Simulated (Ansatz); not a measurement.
Relaxed-ion elastic tensor of LiCl (rock salt, Fm-3m) in GPa (Voigt order), PBEsol (plane waves, PAW; program Ansatz); density 2.17 g/cm³, 16.23 Å³ per atom.

```
63.3  21.0  21.0   0.0   0.0   0.0
21.0  63.3  21.0   0.0   0.0   0.0
21.0  21.0  63.3   0.0   0.0   0.0
 0.0   0.0   0.0  25.5   0.0   0.0
 0.0   0.0   0.0   0.0  25.5   0.0
 0.0   0.0   0.0   0.0   0.0  25.5
```

**Question.** Is the crystal mechanically stable?

**Answer.** Yes: the smallest eigenvalue of C is 25.5 GPa.

**Question.** Work out the Voigt, Reuss and Hill averages.

**Answer.** K_V = 35.1, K_R = 35.1, K_H = 35.1; G_V = 23.7, G_R = 23.5, G_H = 23.6 GPa.

**Question.** Give Young's modulus, Poisson's ratio, Pugh's ratio and the universal anisotropy index.

**Answer.** E = 9KG/(3K + G) = 57.9 GPa; ν = 0.22; K/G = 1.48 (brittle by the Pugh limit of 1.75); A_U = 5G_V/G_R + K_V/K_R − 6 = 0.04.

**Question.** Estimate the sound speeds and the Debye temperature.

**Answer.** v_l = √((K + 4G/3)/ρ) = 5540 m/s, v_t = √(G/ρ) = 3300 m/s, mean 3660 m/s; Θ = (h/k)(3n/4πV)^(1/3) v_m = 430 K.

**Question.** Give the Zener ratio and Young's modulus along [100], [110] and [111].

**Answer.** A = 2C44/(C11 − C12) = 1.21; 1/E = S11 − 2(S11 − S12 − S44/2)Γ with Γ = 0, 1/4, 1/3 gives 52.8, 59.1, 61.6 GPa.

**Question.** Solve the Christoffel equation for the three sound speeds along [100], [110], [111].

**Answer.** Eigenvalues of C_ijkl n_j n_l equal ρv². In km/s, slowest first: [100] 3.43, 3.43, 5.40; [110] 3.12, 3.43, 5.59; [111] 3.23, 3.23, 5.65.

The cell was relaxed with PBEsol under the symmetry of its start.

Potentials: the later of the program's two PAW sets.
